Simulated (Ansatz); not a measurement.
Relaxed Ga₂O₃ (beta-Ga2O3 type, space group C2/m):

```xyz
10
Lattice="6.2276 -1.5417 0.0000 6.2276 1.5417 0.0000 -1.3923 0.0000 5.7103" Properties=species:S:1:pos:R:3 pbc="T T T"
Ga     0.0133     0.0000     4.5380
Ga    11.0496     0.0000     1.1723
Ga     7.7644     0.0000     1.7940
Ga     3.2986     0.0000     3.9164
O      1.8842     0.0000     0.6235
O      9.1787     0.0000     5.0868
O      1.3778     0.0000     3.2227
O      9.6851     0.0000     2.4876
O      5.8207     0.0000     1.4659
O      5.2422     0.0000     4.2444
```

The atoms are displaced by Q × the pattern below (from a DFPT mode at Γ, largest move 1; Q in Å), at fixed cell.

| atom | x | y | z |
|---|---|---|---|
| Ga1 | 0.085 | 0.000 | 0.023 |
| Ga2 | -0.085 | 0.000 | -0.023 |
| Ga3 | 0.033 | 0.000 | 0.062 |
| Ga4 | -0.033 | 0.000 | -0.062 |
| O5 | -0.083 | 0.000 | -0.997 |
| O6 | 0.083 | 0.000 | 0.997 |
| O7 | -0.770 | 0.000 | 0.584 |
| O8 | 0.770 | 0.000 | -0.584 |
| O9 | -0.382 | 0.000 | -0.103 |
| O10 | 0.382 | 0.000 | 0.103 |

All values below come from PBE (plane waves to 420 eV, PAW, scalar-relativistic; Ansatz, an electronic-structure program). k mesh 11×11×6 (Γ-centred), Fermi-Dirac smearing 0.05 eV. E stands for the smeared free energy. Ga2O3 was relaxed with its symmetry unable to fall. The zero of ΔE is the undisplaced structure.

The scan covers Q from -0.100 to 0.100 Å in 13 points.

**Question.** Is the energy the same for displacements of ±0.100 Å, and if not, which side lies higher?

**Answer.** Not even: the positive side lies higher at ±0.100 Å.

**Question.** What is the energy change at Q = 0.100 Å?

**Answer.** 683 meV/cell.

**Question.** What harmonic wavenumber does the curvature at Q = 0 give?

**Answer.** 710 cm⁻¹.

(For displaced atoms, the force is minus the slope of the energy, and its curvature is a force constant, which sets phonon frequencies.)
